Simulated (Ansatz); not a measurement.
# Is this MnAu2 result the lowest state?

We look at MnAu2: the coordinates of a database entry, unrelaxed (space group I4/mmm, primitive cell doubled), with 6 atoms per cell. Forces or pressure are large there, so the entry is far from the computed equilibrium and may be faulty or of a sample under other conditions. Source: COD entry 2310083; it may be a high-temperature, high-pressure or metastable form.

Computed with Ansatz development build ahead of 0.2.0, DFT, LDA, PAW, plane waves, scalar-relativistic.

```yaml
crystal:
  lattice:
    - [1.6815, -1.6815, -4.296]
    - [-3.363, 0.0, 0.0]
    - [0.0, 3.363, -8.592]
  atoms:
    - { symbol: Mn, position: [0.0, 0.0, 0.0], spin: 4.5 }
    - { symbol: Mn, position: [0.0, 0.5, 0.5], spin: -4.5 }
    - { symbol: Au, position: [0.65, 0.825, 0.825] }
    - { symbol: Au, position: [0.65, 0.325, 0.325] }
    - { symbol: Au, position: [0.35, 0.675, 0.675] }
    - { symbol: Au, position: [0.35, 0.175, 0.175] }
magnetization:
  spin_polarized: true
hamiltonian:
  xc: lda
  pseudopotentials: { kind: paw }
basis:
  ecutwfc: 420
kpoints:
  mp_grid: { grid: [7, 8, 4] }
scf:
  occupations: { method: fermi_dirac, width: 0.05 }
  lower_state_search: "off"
output:
  forces: true
  stress: true
  write_density: true
  write_potential: true
  elf: true
  volumetric_format: npy
```

Command:
```sh
ansatz run input.yaml --threads 2 --pin off --max-ram 5120MiB --backend cpu --events-out ev --progress --plain --runs-dir out
```

Time: 58 s on 2 threads of Arm Neoverse V1, on a shared host, peak memory 1 GiB.

The end of the output:

```
SCF converged after 14 iterations
an eigenvalue changed by more than its tolerance at an iteration that met the thresholds in force, so the SCF went on 1 time: the last check found none over its tolerance
Magnetization: 0.0000 μB (53.0000 up, 53.0000 down)
Absolute magnetization: 8.0969 μB (∫|ρ↑−ρ↓|, with the PAW one-centre terms)
Spin contamination: 4.1463 ħ² per cell (⟨S²⟩ above its minimum at these occupations)
Per-site moments (μB) at R_I (Å): [(3.7180, 1.1157), (-3.7180, 1.1157), (0.0194, 1.0632), (-0.0194, 1.0632), (-0.0194, 1.0632), (0.0194, 1.0632)]
Free energy (F): -59141.434845 eV
Harris-Foulkes:  -59141.434845 eV  (|F-HF|=3.68e-9)
Internal energy: -59141.403992 eV  (E = F + TS)
E sigma→0 (E₀):  -59141.419418 eV
Entropy (-TS):   -0.030852 eV (-5.142 meV/atom)
Fermi energy:    18.863055 eV
--- Forces (eV/Å), atoms counted from 1 ---
  atom   1  Mn     0.00000000     0.00000000     0.00000000
  atom   2  Mn     0.00000000     0.00000000     0.00000000
  atom   3  Au     0.00028808     0.00858230    -1.77373087
  atom   4  Au     0.00028808     0.00858230    -1.77373087
  atom   5  Au    -0.00028808    -0.00858230     1.77373087
  atom   6  Au    -0.00028808    -0.00858230     1.77373087
--- Stress (GPa, compression-positive) ---
       -5.625640       0.028117      -0.018383
        0.028117      -6.387331       0.353423
       -0.018383       0.353423       1.887125
  P = ⅓ Tr σ = -3.3753 GPa (-33.753 kbar)
```

The mesh is too coarse to rank close states of a metal with certainty: differences of some tens of meV/atom may change, at times in sign. The mesh has less symmetry than the lattice, which lowers the symmetry of the run.

Site moments are taken inside atomic spheres and don't add up to the total.

The run converged. Is this the lowest state of the cell, and if not, what lies lower and how is it reached?

No, on this mesh. A state 47.7 meV/atom (0.286 eV per cell) lower exists in this cell: ferromagnetic, site moments Mn1 3.71, Mn2 3.71 μB, total 7.89 μB per cell, no gap on the k-mesh. It was reached from: parallel moments, default search for lower states [Mn1 4.50, Mn2 4.50 μB]; the moments in brackets, symmetry off, plain SCF [Mn1 4.50, Mn2 4.50 μB]. The wrong state matters: the pressure is -4.2 GPa there against -3.4 GPa here, and forces differ by up to 0.08 eV/Å (largest force 1.85 there, 1.77 eV/Å here). This multiple of the primitive cell fits some opposed orders; other multiples fit others. The order of the states may change once the cell relaxes. Only collinear orders within this cell were tried; the true ground state may need a larger cell.
